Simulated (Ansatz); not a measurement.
¹⁷O NMR of the central transition in V2O5

Cell: a computed structure from the Materials Project (it need not be an observed phase).

Space group Cmcm (No. 63); a = 3.5379, b = 10.0493, c = 11.4429 Å.

```csv
site,Wyckoff,site symmetry,x,y,z
V,8f,m..,0.5000,0.7960,0.1043
O5,4c,m2m,0.5000,0.7323,0.2500
O6,8f,m..,0.5000,0.9530,0.1185
O7,8f,m..,0.5000,0.2497,0.0682
```

One atom of each set is listed; the run and its k-mesh use a cell of 14 atoms with edges of 5.33, 5.33, 11.44 Å.

Method: Kohn–Sham DFT in Ansatz, PBE, plane waves and PAW (field gradients read without the response of the frozen cores, which leaves them typically 4 to 6 % off), scalar-relativistic, 420 eV cutoff, Γ-centred 6×6×2 k-points, Fermi–Dirac smearing 0.02 eV.

¹⁷O has I = 5/2 and Q = -25.58 mb (Pyykkö 2018); at 11.7 T its Larmor frequency is ν₀ = 67.6 MHz. Only the quadrupole interaction is simulated: positions count from each site's isotropic chemical shift, and J coupling is left out, as are shift anisotropy and dipolar coupling, which fast spinning averages.

Problem. Give C_Q, η, the quadrupolar product P_Q = |C_Q|(1 + η²/3)^½, the second-order isotropic shift and the breadth of the pattern (fast magic-angle spinning) for each O site.

Solution. 

| site | first shell | C_Q (MHz) | η | P_Q (MHz) | δ_QIS (ppm) | breadth (kHz) |
| --- | --- | --- | --- | --- | --- | --- |
| O5 | 2 V at 1.79 Å, angle 138° | 3.13 | 0.00 | 3.13 | -12.8 | 1.86 |
| O6 | 1 V at 1.59 Å | 0.869 | 0.63 | 0.924 | -1.12 | 0.175 |
| O7 | 3 V at 1.88–2.03 Å | 2.84 | 0.77 | 3.11 | -12.7 | 1.95 |

δ_QIS = −(ν_Q²/30ν₀²)[I(I+1) − 3/4](1 + η²/3) × 10⁶ ppm with ν_Q = 3|C_Q|/[2I(2I−1)]; it falls as 1/B₀² in ppm, and the breadth as 1/B₀ in kHz.

At O5 V_zz points along the bisector of its two bonds (within 1°). At O6 V_zz points along its bond to V (within 6°).

The largest force is 0.6 eV/Å, so the atoms aren't at the calculated equilibrium and relaxing them would move these values.
